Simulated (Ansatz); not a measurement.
CuI:
```cif
data_CuI
_chemical_formula_sum 'Cu1 I1'
_space_group_name_H-M_alt 'P 1'
_space_group_IT_number 1
_cell_length_a 4.29847
_cell_length_b 4.29847
_cell_length_c 4.29847
_cell_angle_alpha 60.000
_cell_angle_beta 60.000
_cell_angle_gamma 60.000
loop_
_space_group_symop_operation_xyz
  'x, y, z'
loop_
_atom_site_label
_atom_site_type_symbol
_atom_site_fract_x
_atom_site_fract_y
_atom_site_fract_z
_atom_site_occupancy
Cu1 Cu 0.75000 0.75000 0.75000 1
I1 I 0.00000 0.00000 0.00000 1
```

Relaxed with PBE. Independent-particle spectrum: no excitons, no local fields, no scissors shift; 0.1 eV broadening; ε₁ of the summed bands alone.

**Question.** Tabulate the dielectric function from the program Ansatz at the PBE level (PAW).

**Answer.** 

| E (eV) | ε₁ xx | ε₂ xx |
|---|---|---|
| 0.0 | 6.65 | 0.00 |
| 0.4 | 6.72 | 0.00 |
| 0.8 | 6.97 | 0.00 |
| 1.2 | 7.63 | 0.55 |
| 1.6 | 7.44 | 0.99 |
| 2.0 | 7.65 | 1.19 |
| 2.4 | 8.26 | 1.62 |
| 2.8 | 9.02 | 3.98 |
| 3.2 | 6.63 | 3.82 |
| 3.6 | 7.07 | 3.16 |
| 4.0 | 9.42 | 3.65 |
| 4.4 | 4.23 | 10.21 |
| 4.8 | 3.48 | 5.62 |
| 5.2 | 4.45 | 4.36 |
| 5.6 | 7.90 | 5.61 |
| 6.0 | 3.64 | 10.56 |
| 6.4 | 3.13 | 7.04 |
| 6.8 | 2.25 | 12.82 |
| 7.2 | -4.29 | 7.15 |
| 7.6 | -2.96 | 4.37 |
| 8.0 | -1.45 | 3.08 |
| 8.4 | -0.43 | 4.10 |
| 8.8 | -0.53 | 4.26 |
| 9.2 | -1.31 | 3.99 |
| 9.6 | -2.34 | 3.39 |
| 10.0 | -2.17 | 2.19 |
| 10.4 | -1.71 | 1.62 |
| 10.8 | -1.18 | 1.34 |
| 11.2 | -0.95 | 1.25 |
| 11.6 | -0.62 | 1.19 |
| 12.0 | -0.56 | 1.24 |

**Question.** From ε at 2.6 eV (xx: 8.84 + 2.21i), find n, k, the normal reflectivity and the absorption coefficient.

**Answer.** n = 3.00, k = 0.369, R = 26 %, α = 2kE/ħc = 97000 cm⁻¹.

With all bands, ε∞ without local fields is 6.78. DFPT, with local fields, gives 6.37.

Space group F-43m (zinc blende). Symmetry was held in the PBE relaxation; phonons on a q-mesh show no instability. The run is not spin-polarised. Spin–orbit coupling is left out wherever it is not named.

Potentials: the later of the program's two PAW sets.
